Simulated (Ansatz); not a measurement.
BaTiO3 (cubic perovskite, Pm-3m) at seven volumes, PBE (plane waves, PAW; program Ansatz), scaled uniformly. One row is withheld.

```csv
V (Å³/atom),P (GPa)
11.818,18.98
12.207,11.58
12.597,5.31
12.986,-0.01
13.376,?
13.766,-8.33
14.155,-11.56
```

### Question
Fit the shown pressures and predict the withheld one.

### Answer
P = (3/2)B₀(x^(7/2) − x^(5/2))[1 + (3/4)(B′ − 4)(x − 1)] with x = (V₀/V)^(2/3). Least squares on the six rows gives V₀ = 12.986 Å³/atom, B₀ = 163 GPa, B′ = 4.51. At V = 13.376, x = 0.9805 and P = -4.51 GPa. The run itself gave -4.52 GPa.

This is a known high-temperature phase of the composition, computed here at zero pressure and temperature. The PBE relaxation kept the symmetry of its start. At this level the phase is dynamically unstable (imaginary phonons). The run is not spin-polarised. Scalar-relativistic: spin–orbit coupling is off unless named, which matters more the heavier the elements.

Potentials: the later of the program's two PAW sets.
